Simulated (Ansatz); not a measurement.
ScIr2:
```yaml
crystal:
  lattice:
    - [0.00000, 3.66197, 3.66197]
    - [3.66197, 0.00000, 3.66197]
    - [3.66197, 3.66197, 0.00000]
  atoms:
    - { symbol: Ir, position: [0.12500, 0.12500, 0.12500] }
    - { symbol: Ir, position: [0.62500, 0.12500, 0.12500] }
    - { symbol: Ir, position: [0.12500, 0.12500, 0.62500] }
    - { symbol: Ir, position: [0.12500, 0.62500, 0.12500] }
    - { symbol: Sc, position: [0.50000, 0.50000, 0.50000] }
    - { symbol: Sc, position: [0.75000, 0.75000, 0.75000] }
```

Relaxed with PBEsol. Special points in fractions of this cell's reciprocal vectors: Γ (0.000, 0.000, 0.000); X (0.500, 0.000, 0.500); U (0.625, 0.250, 0.625); K (0.375, 0.375, 0.750); L (0.500, 0.500, 0.500); W (0.500, 0.250, 0.750).

### Question
List the band energies nearest the Fermi level at these points for plane-wave PAW PBEsol (Ansatz code).

### Answer
In eV from the Fermi level; about four levels below and three above (degenerate sets whole), none deeper than 8.9 eV; points with the same levels are listed once.

```tsv
k	below	above
Γ	-0.56 -0.56 -0.31 -0.31 -0.31	1.29 2.07 2.07 2.07
X	-0.68 -0.68 -0.54 -0.54	0.45 0.45 1.90 1.90
U	-2.02 -1.23 -1.13 -0.30	0.14 0.78 0.85
L	-0.83 -0.83 -0.74 -0.28 -0.28	0.86 0.86 1.03 1.03
W	-1.64 -1.64 -1.60 -1.60	0.11 0.11 0.93 0.93
```

Space group Fd-3m (cubic Laves (MgCu2 type)). The workflow started from an entry of the Crystallography Open Database (COD). Its standing as an ambient phase is unchecked. The cell was relaxed with PBEsol under the symmetry of its start; of distortions, only those at the zone centre were tested, and some modes there are weakly imaginary. No spin polarisation was allowed. Spin–orbit coupling is left out wherever it is not named.

Potentials: the later of the program's two PAW sets.
